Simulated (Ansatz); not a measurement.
A geometry of BeAu away from equilibrium: step 2 of the relaxation of a relaxed BeAu cell shaken by Gaussian noise of σ = 0.08 Å a coordinate. Computed with PBE (plane waves to 420 eV, PAW, scalar-relativistic; Ansatz, a quantum-chemistry and plane-wave program). Γ-centred k-mesh 9×9×4 on the run's cell (coarser than for final values), Fermi–Dirac smearing 0.05 eV.

```
CELL_PARAMETERS angstrom
      3.49987     0.00748    -0.00765
      0.00748     3.50638    -0.01700
     -0.01906    -0.04233     8.79871
ATOMIC_POSITIONS crystal
  Au 0.97770 0.00469 0.48330
  Au 0.97810 0.97190 0.98310
  Au 0.02160 0.49086 0.22683
  Au 0.48593 0.97090 0.73203
  Be 0.50110 0.49854 0.42041
  Be 0.49239 0.49356 0.92807
  Be 0.99470 0.47469 0.67443
  Be 0.48154 0.00020 0.17382
```

Task: Predict the force on each atom, in eV/Å.

Result: 
```json
[
 {"atom": "Au1", "Fx": "0.13", "Fy": "-0.20", "Fz": "-0.55"},
 {"atom": "Au2", "Fx": "-0.03", "Fy": "0.33", "Fz": "-0.52"},
 {"atom": "Au3", "Fx": "-0.14", "Fy": "0.01", "Fz": "0.50"},
 {"atom": "Au4", "Fx": "-0.04", "Fy": "0.03", "Fz": "0.04"},
 {"atom": "Be5", "Fx": "-0.03", "Fy": "-0.01", "Fz": "0.14"},
 {"atom": "Be6", "Fx": "-0.06", "Fy": "-0.30", "Fz": "0.06"},
 {"atom": "Be7", "Fx": "-0.09", "Fy": "0.28", "Fz": "0.20"},
 {"atom": "Be8", "Fx": "0.27", "Fy": "-0.15", "Fz": "0.13"}
]
```

Task: What is the pressure?

Result: +0.7 GPa, compression positive.

No spin polarisation in the result.

The end of the path is a generated cell of BeAu: the first start was made by a random draw of sites in a space group, and the end was not matched to a known phase here, so it may be hypothetical.
